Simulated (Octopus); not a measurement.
Au (Fm-3m, No. 225):
```
Au
1.0
    0.00000     2.08564     2.08564
    2.08564     0.00000     2.08564
    2.08564     2.08564     0.00000
Au
1
Direct
  0.00000   0.00000   0.00000
```
The cell is a database entry, not relaxed again.

All numbers are Octopus results at the level LDA (grid spacing about 0.16 Å, Γ-centred 12×12×12 k-mesh, Fermi-Dirac smearing of 0.1 eV, no spin polarisation; PseudoDojo 0.4 LDA potentials), not measurements. Spin-orbit coupling is left out.

What band gap does LDA give on the standard high-symmetry path?

none: the cell holds an odd number of electrons, so a band is partly filled.
